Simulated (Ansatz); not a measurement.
The cell comes from COD entry 1523505, which wasn't checked; take it as a given geometry. The listed cell was then made from it by scaling, straining or moving an atom.

An input for HfOs: DFT, PBEsol, all-electron LAPW, scalar-relativistic (Ansatz 0.2.0).

Command: `ansatz run input.yaml --threads 1 --pin off --max-ram 3072MiB --backend cpu --events-out ev --progress --plain --runs-dir out` The run took 15 s on 1 thread of AMD EPYC 9R45 96-Core Processor (Zen 5), with other jobs on the host, peak memory 0.46 GiB.

```yaml
crystal:
  lattice:
    - [3.1728794061, 0.0, 0.0]
    - [0.0, 3.1728794061, 0.0]
    - [0.0, 0.0, 3.1728794061]
  atoms:
    - { symbol: Hf, position: [0.0, 0.0, 0.0] }
    - { symbol: Os, position: [0.5, 0.5, 0.5] }
kpoints:
  mp_grid: { grid: [10, 10, 10] }
  band_path:
    path:
      - [0.0, 0.0, 0.0]
      - [0.0, 0.5, 0.0]
      - [0.5, 0.5, 0.0]
      - [0.0, 0.0, 0.0]
      - [0.5, 0.5, 0.5]
      - [0.0, 0.5, 0.0]
      - [0.5, 0.5, 0.5]
      - [0.5, 0.5, 0.0]
    npoints: 5
scf:
  occupations: { method: fermi_dirac, width: 0.05 }
hamiltonian:
  xc: pbesol
  pseudopotentials: { kind: all_electron, lapw: { basis_error: 0.001 } }
output:
  forces: true
  stress: true
  eigenvalues: true
```

The results part of the log:

```
SCF 1 converged in 9 iterations: F = -879420.618292 eV  dr2 = 3.79e-8
NSCF: frozen V_eff on 36 k-points
SCF converged after 9 iterations
Free energy (F): -879420.618292 eV
Harris-Foulkes:  -879420.618292 eV  (|F-HF|=1.21e-8)
Internal energy: -879420.616719 eV  (E = F + TS)
E sigma→0 (E₀):  -879420.617506 eV
Entropy (-TS):   -0.001573 eV (-0.787 meV/atom)
Fermi energy:    28.532261 eV
--- Per-component energies (eV) ---
  E_band       = -6179.378022
  E_kinetic    = 985425.100422
  E_xc         = -17418.354109
  E_electrostatic = -1847427.363032  (all electrons and nuclei)
  E_smearing   = -0.001573  (= −TS)
  E_closure    = 0.000000  (closes the sum)
  E_atoms      = -879399.503468  (free atoms, spherical and without spin; not in F)
  Σ components = -879420.618292   (vs F -879420.618292, Δ=0.00e0)
  Basis errors (estimates in eV, not in F): energy 2.7e-4 per atom: plane waves 2.3e-4 (1.2e-4 summed), levels above the bands 5.3e-107, relativity 5.9e-8, radial functions 4.2e-5, core shells 9.1e-7; eigenvalues (radial functions only) 3.1e-6; not estimated: angular momenta, meshes, grids; target (lapw.basis_error) 1.0e-3; muffin-tin radii Hf 1.396 Å, Os 1.352 Å
--- Forces (eV/Å), atoms counted from 1 ---
  atom   1  Hf    -0.00000000     0.00000000     0.00000000
  atom   2  Os    -0.00000000     0.00000000     0.00000000
  max |Σ_I F_I| component: 7.23e-30 eV/Å
--- Stress (GPa, compression-positive) ---
       12.219409       0.000000       0.000000
        0.000000      12.219409       0.000000
        0.000000       0.000000      12.219409
  P = ⅓ Tr σ = 12.2194 GPa (122.194 kbar)
--- Band table (eV; the first three rows and the last of 56) ---
  k-point 0: bands = ["-344.1659", "-344.1659", "-344.1659", "-238.3784", "-238.3784", "-238.2981", "-238.2981", "-238.2981", "-172.2553", "-172.2553", "-172.2427", "-172.2427", "-172.2427", "-57.5113", "-33.0523", "-18.1253", "-18.1253", "-18.1253", "-18.0801", "-18.0801", "-18.0801", "-18.0234", "-16.9266", "-16.9266", "-16.9266", "-1.6218", "-1.6218", "-1.6218", "17.0309", "17.0309", "17.0309", "17.0478", "17.0478", "17.0478", "17.0579", "19.1425", "22.6801", "22.6801", "26.7821", "26.7821", "26.7821", "31.1268", "31.1268", "35.0023", "35.0023", "35.0023", "37.0224", "37.0224", "37.0224", "43.3131"]
  k-point 1: bands = ["-344.1659", "-344.1659", "-344.1659", "-238.3784", "-238.3784", "-238.2981", "-238.2981", "-238.2981", "-172.2553", "-172.2553", "-172.2427", "-172.2427", "-172.2427", "-57.5109", "-33.0505", "-18.1255", "-18.1253", "-18.1253", "-18.0801", "-18.0800", "-18.0800", "-18.0234", "-16.9363", "-16.9252", "-16.9252", "-1.6739", "-1.6212", "-1.6212", "17.0266", "17.0322", "17.0322", "17.0421", "17.0483", "17.0483", "17.0554", "19.3916", "22.7979", "22.8729", "26.7515", "26.7515", "26.8620", "30.7830", "31.2346", "33.8094", "33.8094", "34.7960", "36.2529", "38.4589", "38.4589", "43.6431"]
  k-point 2: bands = ["-344.1659", "-344.1659", "-344.1659", "-238.3784", "-238.3784", "-238.2981", "-238.2981", "-238.2981", "-172.2553", "-172.2553", "-172.2427", "-172.2427", "-172.2427", "-57.5100", "-33.0459", "-18.1261", "-18.1252", "-18.1252", "-18.0802", "-18.0799", "-18.0799", "-18.0235", "-16.9616", "-16.9215", "-16.9215", "-1.8079", "-1.6197", "-1.6197", "17.0158", "17.0282", "17.0331", "17.0331", "17.0489", "17.0522", "17.0522", "20.1036", "23.1414", "23.3784", "26.6869", "26.6869", "27.0862", "29.9052", "31.4070", "32.2495", "32.2495", "34.2582", "34.8504", "40.7436", "40.7436", "44.4439"]
  k-point 55: bands = ["-344.1659", "-344.1659", "-344.1659", "-238.3784", "-238.3784", "-238.2981", "-238.2981", "-238.2981", "-172.2553", "-172.2553", "-172.2427", "-172.2427", "-172.2427", "-57.5004", "-32.9887", "-18.1272", "-18.1272", "-18.1272", "-18.0791", "-18.0791", "-18.0791", "-18.0237", "-17.0144", "-17.0144", "-17.0144", "-2.0308", "-2.0308", "-2.0308", "17.0177", "17.0274", "17.0274", "17.0274", "17.0658", "17.0658", "17.0658", "25.1660", "25.1660", "25.1660", "26.2779", "26.2779", "26.2779", "29.2084", "29.2084", "33.2173", "35.2580", "35.2580", "37.6941", "40.0023", "40.0023", "40.0023"]
```
